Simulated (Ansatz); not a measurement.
All numbers below come from DFT PBE, scalar-relativistic, plane waves, PAW, and for the lanthanide a 4f-in-core norm-conserving potential (Ansatz 0.2.0). All cells share a 690 eV cutoff and Γ-centred k meshes spaced at most about 0.3 Å⁻¹ (about 0.25 or finer for metals, 2π included). No spin polarisation in the final relaxations.

These are static total energies at zero pressure. All come from trial cells, and lower structures may exist.

Task: Order these relaxed structures of SmIn₂As₃ by energy, lowest first, with the energy over the lowest of them.
A.

Space group I4/mmm (No. 139). a = 6.307 Å, b = 6.307 Å, c = 10.182 Å, α = 90.00°, β = 90.00°, γ = 90.00°
```tsv
atom	site	symmetry	x	y	z
Sm	2a	4/mmm	0.0000	0.0000	0.0000
In	4c	mmm.	0.0000	0.5000	0.0000
As	4e	4mm	0.0000	0.0000	0.2608
As	2b	4/mmm	0.5000	0.5000	0.0000
```

B.

Space group P6/mmm (No. 191). a = 5.772 Å, b = 5.772 Å, c = 5.212 Å, α = 90.00°, β = 90.00°, γ = 120.00°
| atom | site | symmetry | x | y | z |
| --- | --- | --- | --- | --- | --- |
| Sm | 1a | 6/mmm | 0.0000 | 0.0000 | 0.0000 |
| In | 2c | -6m2 | 0.6667 | 0.3333 | 0.0000 |
| As | 3g | mmm | 0.5000 | 0.5000 | 0.5000 |

C.

Space group P-3m1 (No. 164). a = 4.151 Å, b = 4.151 Å, c = 9.940 Å, α = 90.00°, β = 90.00°, γ = 120.00°
```
atom  site  symmetry       x       y       z
  Sm    1a      -3m. 0.0000  0.0000  0.0000
  In    2d       3m. 0.3333  0.6667  0.6659
  As    2d       3m. 0.3333  0.6667  0.1747
  As    1b      -3m. 0.0000  0.0000  0.5000
```

D.

Space group P6/mmm (No. 191). a = 5.933 Å, b = 5.933 Å, c = 5.489 Å, α = 90.00°, β = 90.00°, γ = 120.00°
| atom | site | symmetry | x | y | z |
| --- | --- | --- | --- | --- | --- |
| Sm | 1a | 6/mmm | 0.0000 | 0.0000 | 0.0000 |
| In | 2d | -6m2 | 0.3333 | 0.6667 | 0.5000 |
| As | 3f | mmm | 0.5000 | 0.0000 | 0.0000 |

Result: C (0 meV/atom), D (304 meV/atom), B (501 meV/atom), A (876 meV/atom). Forms: C Sm and In ordered on rock salt sites, P-3m1; D P6/mmm; B P6/mmm; A I4/mmm. Counting As atoms around In and Sm (those within 1.25 times the shortest such distance or 1.15 times the sum of covalent radii, 1.27 where that leaves under three; the shortest distance is added where it exceeds 1.18 times the sum of covalent radii): C has Sm 6, In 6; D has Sm 6, In 6 from 3.2 Å; B has Sm 12 from 3.9 Å, In 6 from 3.1 Å; A has Sm 2, In 2 from 3.2 Å. A holds As–As units of three or more atoms (shortest 2.44 Å) (bonds between like non-metal atoms; other contacts aren't counted).

Cells relaxed within their symmetry can be saddle points. Some candidate types were left out of the draw beforehand, so a known form may be missing.

The lanthanide is trivalent by construction, without f bands, f moments or other valences.
